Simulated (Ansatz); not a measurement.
WS in space group P-6m2 (No. 187; W on 1a, S on 1d), PBEsol in the plane-wave PAW code Ansatz, all energies at zero smearing, with the estimated change up to a 700 eV cutoff added, with one set of potentials and settings (totals compare only within such a set). Cell of 2 atoms (1 W, 1 S): -11142.470 eV.

| element | reference phase | E (eV/atom) |
|---|---|---|
| W | Im-3m, 1 atoms in the cell | -10257.5790 |
| S | Fddd, 32 atoms in the cell | -884.8925 |

Formation energy per atom, worked out: (-11142.470 − 1×(-10257.5790) − 1×(-884.8925))/2 = 0.001 eV/atom (0 kJ per mol of atoms), at 0 K, without zero-point energy or fitted corrections.

The start of the workflow was typed in or built on a structure type; neither database checked (COD, Materials Project) lists it. Its standing as an ambient phase is unchecked. The cell was relaxed with PBEsol under the symmetry of its start; whether a distortion lowers the energy is not shown. The workflow began spin-polarised and lost its moments. The references are the lowest solids computed at this level, not always the standard phases. Scalar-relativistic: spin–orbit coupling is off unless named, which matters more the heavier the elements.

Potentials: the earlier of the program's two PAW sets. The files were generated under PBE; for other functionals the program regenerates the frozen cores, and for LDA and PBEsol the local potential too.
